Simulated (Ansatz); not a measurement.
TePb:
Space group Fm-3m (No. 225); a = b = c = 6.4434 Å, α = β = γ = 90.00°

```tsv
atom	site	symmetry	x	y	z
Te	4a	m-3m	0.0000	0.0000	0.0000
Pb	4b	m-3m	0.5000	0.5000	0.5000
```
(The calculation used a cell of 2 atoms; values per cell refer to that cell.)

Relaxed with PBEsol. PBEsol in the plane-wave PAW code Ansatz gives a gap of 0.65 eV.

Question: What gap does HSE06 give on the same cell (Ansatz, PAW)?

Answer: 1.10 eV, 0.45 eV more. The hybrid was solved on a coarser mesh and at special points; the gap given is the minimum over both.

```csv
k,v1 PBEsol,c1 PBEsol,v1 HSE06,c1 HSE06
Γ,-1.37,4.07,…,…
X,-2.85,3.18,…,…
L,0.00,0.65,0.00,1.10
W,-0.36,1.63,…,…
K,-2.12,3.55,…,…
```

Question: Top valence (v1) and lowest conduction level (c1) in eV from each method's valence maximum (which need not be a listed point): supply the withheld HSE06 values.

Answer: 
- K, v1 HSE06: -2.36
- K, c1 HSE06: 4.12
- X, v1 HSE06: -3.25
- X, c1 HSE06: 3.65
- Γ, v1 HSE06: -1.63
- Γ, c1 HSE06: 4.74
- W, v1 HSE06: -0.49
- W, c1 HSE06: 2.09

Cost on shared cores: the PBEsol run (SCF on a 8×8×8 mesh, then bands and DOS) very roughly 11 core-seconds, the HSE06 run (SCF on 6×6×6, then a few points) very roughly 80 core-seconds; the tasks are unlike.

Symmetry was held in the PBEsol relaxation. Spin–orbit coupling is left out wherever it is not named.

Potentials: the earlier of the program's two PAW sets. The files were generated under PBE; for other functionals the program regenerates the frozen cores, and for LDA and PBEsol the local potential too.
